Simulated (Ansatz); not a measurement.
Data:

SrNbO3:
```cif
data_NbO3Sr
_chemical_formula_sum 'Sr1 Nb1 O3'
_space_group_name_H-M_alt 'P 1'
_space_group_IT_number 1
_cell_length_a 3.98514
_cell_length_b 3.98514
_cell_length_c 3.98514
_cell_angle_alpha 90.000
_cell_angle_beta 90.000
_cell_angle_gamma 90.000
loop_
_space_group_symop_operation_xyz
  'x, y, z'
loop_
_atom_site_label
_atom_site_type_symbol
_atom_site_fract_x
_atom_site_fract_y
_atom_site_fract_z
_atom_site_occupancy
Sr1 Sr 0.50000 0.50000 0.50000 1
Nb1 Nb 0.00000 0.00000 0.00000 1
O1 O 0.00000 0.50000 0.00000 1
O2 O 0.50000 0.00000 0.00000 1
O3 O 0.00000 0.00000 0.50000 1
```

This is the LDA-relaxed structure.

Problem. All from LDA (plane waves, PAW; program Ansatz), unless another level is named. Predict the electronic character.

Solution. metallic (no gap).

Problem. Predict the density of states at the Fermi level.

Solution. 0.22 states/eV per atom (mean over ±0.08 eV).

Problem. Next, the formation energy from the elements (no fitted shifts)?

Solution. -3.04 eV/atom.

Space group Pm-3m (cubic perovskite). The workflow started from a Materials Project entry (that database holds measured and hypothetical structures alike); the Crystallography Open Database copy checked does not list it. COD files the formula under space group No. 62. Whether it is the stable phase at ambient conditions was not checked. The cell was relaxed with LDA under the symmetry of its start; whether a distortion lowers the energy is not shown. The run is not spin-polarised. With an odd number of electrons in the cell and no spin polarisation, the count alone makes it a metal. The references are the lowest solids computed at this level, not always the standard phases (solids in place of the gases). Scalar-relativistic: spin–orbit coupling is off unless named, which matters more the heavier the elements.

Potentials: the later of the program's two PAW sets.
